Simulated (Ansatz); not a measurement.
LiIn:
```xyz
4
Lattice="0.0000 3.4125 3.4125 3.4125 0.0000 3.4125 3.4125 3.4125 0.0000" Properties=species:S:1:pos:R:3 pbc="T T T"
In     3.4125     3.4125     3.4125
In     5.1187     5.1187     5.1187
Li     0.0000     0.0000     0.0000
Li     1.7062     1.7062     1.7062
```

Relaxed with r²SCAN. Special points in fractions of this cell's reciprocal vectors: Γ (0.000, 0.000, 0.000); X (0.500, 0.000, 0.500); U (0.625, 0.250, 0.625); K (0.375, 0.375, 0.750); L (0.500, 0.500, 0.500); W (0.500, 0.250, 0.750).

### Question
List the band energies nearest the Fermi level at these points for r²SCAN (plane waves, PAW; program Ansatz).

### Answer
In eV from the Fermi level; about four levels below and three above (degenerate sets whole), none deeper than 8.9 eV; points with the same levels are listed once.

```csv
k,below,above
Γ,–,0.53 0.53 0.53
X,-3.10 -3.10 -0.05 -0.05,6.96 6.96 7.39 7.39
U,-7.12 -6.30 -3.98 -2.63,0.10 2.26 4.89
L,-8.19 -6.01 -1.03 -1.03,0.05 1.01 1.01
W,-6.67 -6.67 -3.65 -3.65,2.08 2.08 3.36 3.36
```

Space group Fd-3m. The workflow started from an entry of the Crystallography Open Database (COD). Whether it is the stable phase at ambient conditions was not checked. The r²SCAN relaxation kept the symmetry of its start; whether a distortion lowers the energy is not shown. Spin–orbit coupling is left out wherever it is not named.

Potentials: the later of the program's two PAW sets.
